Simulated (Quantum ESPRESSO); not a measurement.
## Pt2Au3IrTaTi (different elements on one site, starting from this cell)

Simulated, not a measurement. The program is pw.x of Quantum ESPRESSO 7.5 (plane-wave density functional theory). The cell is made up: eight metal atoms on a hexagonal close-packed lattice, with elements, volume, strain and displacements drawn at random and not relaxed, so it may be unstable or far from any real phase. PseudoDojo standard norm-conserving files set the functional (PBE unless stated); there is no spin polarisation or spin-orbit coupling, the Fermi-Dirac width of 0.25 eV means electrons at about 2900 K, and the masses in the input are unused placeholders. Heavy elements are run without spin-orbit coupling, which real alloys of them have. A spin test at this wide smearing found no moment, but such smearing suppresses magnetism that the real alloy may have.

The runs put different elements on site 8. Cell, positions, cutoff, mesh and smearing stay as in the input of run 1; sites are counted in its order. Stress in the tables is positive in tension.

Input of run 1:

```
&control calculation='scf', pseudo_dir='./dojo.nc.sr.pbe.v0_5.standard.upf', outdir='./o', disk_io='minimal', tprnfor=.true., tstress=.true. /
&system ibrav=0, nat=8, ntyp=5, nbnd=82, ecutwfc=87.97787729, nosym=.true., tot_charge=0,
 occupations='smearing', smearing='fd', degauss=0.0183746611
/
&electrons conv_thr=1.470e-08, electron_maxstep=70, mixing_beta=0.5 /
ATOMIC_SPECIES
Au 1.0 Au.upf
Ir 1.0 Ir.upf
Pt 1.0 Pt.upf
Ta 1.0 Ta.upf
Ti 1.0 Ti.upf
CELL_PARAMETERS angstrom
0.0 0.0 4.7144
5.7802 0.0 0.0
-2.8901 5.0058 0.0
ATOMIC_POSITIONS angstrom
Pt 0.0492 -0.0388 -0.2255
Au -1.2495 2.4382 -0.1368
Ir 3.0821 0.1811 -0.1379
Au 1.4838 2.3903 -0.0301
Pt -0.1161 1.5818 2.1768
Ta -1.4428 4.263 2.3911
Au 3.0087 1.5774 2.6016
Ti 1.5928 4.0995 2.3702
K_POINTS automatic
5 5 5 1 1 1
```

| run | elements on sites 1 to 8 | -TS (eV) | pressure (GPa) | stress xx (GPa) | stress yy (GPa) | stress zz (GPa) | stress yz (GPa) | stress xz (GPa) | stress xy (GPa) | iterations |
| --- | --- | --- | --- | --- | --- | --- | --- | --- | --- | --- |
| 1 | Pt Au Ir Au Pt Ta Au Ti | -1.279 | 2.70 | -2.80 | -0.98 | -4.32 | 3.71 | 0.15 | 0.17 | 15 |
| 2 | Pt Au Ir Au Pt Ta Au Mo | -1.298 | 1.78 | 0.68 | -1.66 | -4.35 | 3.43 | -0.15 | -0.43 | 16 |
| 3 | Pt Au Ir Au Pt Ta Au Pt | -1.175 | 2.12 | 0.08 | -1.65 | -4.80 | 3.50 | 0.10 | -0.24 | 15 |
| 4 | Pt Au Ir Au Pt Ta Au Rh | -1.316 | 0.03 | 2.56 | 0.24 | -2.87 | 3.55 | 0.03 | -0.78 | 16 |
| 5 | Pt Au Ir Au Pt Ta Au Ru | -1.388 | -0.50 | 3.47 | 0.43 | -2.41 | 3.55 | -0.05 | -0.89 | 17 |

Forces Fx Fy Fz (eV/Å):

| site | run 1 | run 2 | run 3 | run 4 | run 5 |
| --- | --- | --- | --- | --- | --- |
| 1 | 0.52 -0.84 1.36 | 0.45 -0.71 1.67 | 0.80 -0.67 1.53 | 0.59 -0.69 1.44 | 0.46 -0.70 1.49 |
| 2 | -0.01 2.24 1.20 | 0.03 2.24 1.27 | 0.03 2.18 1.21 | 0.03 2.16 1.22 | 0.05 2.19 1.25 |
| 3 | -0.80 -4.26 3.17 | -0.57 -4.37 3.26 | -1.05 -4.25 3.15 | -0.89 -4.25 3.07 | -0.67 -4.35 3.09 |
| 4 | -0.01 1.21 0.80 | -0.05 1.26 0.82 | -0.09 1.05 0.98 | -0.07 1.17 0.89 | -0.07 1.24 0.86 |
| 5 | 1.37 0.11 -0.09 | 1.54 0.23 -0.13 | 1.50 0.40 -0.11 | 1.49 0.27 -0.10 | 1.54 0.24 -0.11 |
| 6 | 1.23 -0.23 -1.03 | 0.86 -0.40 -1.11 | 0.76 0.05 -0.79 | 0.52 0.00 -0.79 | 0.48 -0.19 -0.89 |
| 7 | -1.13 1.95 -4.79 | -1.24 1.93 -4.83 | -1.20 1.71 -4.75 | -1.17 1.66 -4.78 | -1.22 1.73 -4.82 |
| 8 | -1.18 -0.18 -0.62 | -1.03 -0.18 -0.94 | -0.74 -0.47 -1.21 | -0.52 -0.31 -0.95 | -0.55 -0.17 -0.86 |

Energies are left out, as each element's file has its own zero. A rerun of one cell of this series at a higher cutoff and on a denser mesh moved values by no more than 0.005 eV in energy, 0.08 GPa in stress and 0.006 eV/Å in force, and a second program with other atomic files agreed on that cell to 2 % rms in force and 0.5 GPa in pressure.